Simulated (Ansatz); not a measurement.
Polymorphs of SiRh, each relaxed with plane-wave PAW PBEsol (Ansatz code):

A: P2_13
a = b = c = 4.673 Å, α = β = γ = 90.00°

| atom | site | symmetry | x | y | z |
|---|---|---|---|---|---|
| Si | 4a | .3. | 0.8421 | 0.8421 | 0.8421 |
| Rh | 4a | .3. | 0.1525 | 0.1525 | 0.1525 |

B: P2_1/c
a = b = 4.571 Å, c = 5.532 Å, α = γ = 90.00°, β = 116.09°

```csv
atom,site,symmetry,x,y,z
Si,4e,1,0.2085,0.1481,0.4346
Rh,4e,1,0.3005,0.8541,0.1139
```

**Question.** Rank these by energy per atom at 0 K (lowest first), as PBEsol gives it.

**Answer.** B (+0 meV/atom), A (+6 meV/atom)

Standing as an ambient phase not checked: A; B. All cells were relaxed under the symmetry of their starts (and spin orders); stability against distortions was not tested throughout. Named crystals with no word on spin ran without spin polarisation. Spin–orbit coupling is left out wherever it is not named.

Energies hold the estimated change up to a 700 eV cutoff; steps of a few meV lie near the error of the meshes.

Potentials: the earlier of the program's two PAW sets. The files were generated under PBE; for other functionals the program regenerates the frozen cores, and for LDA and PBEsol the local potential too.
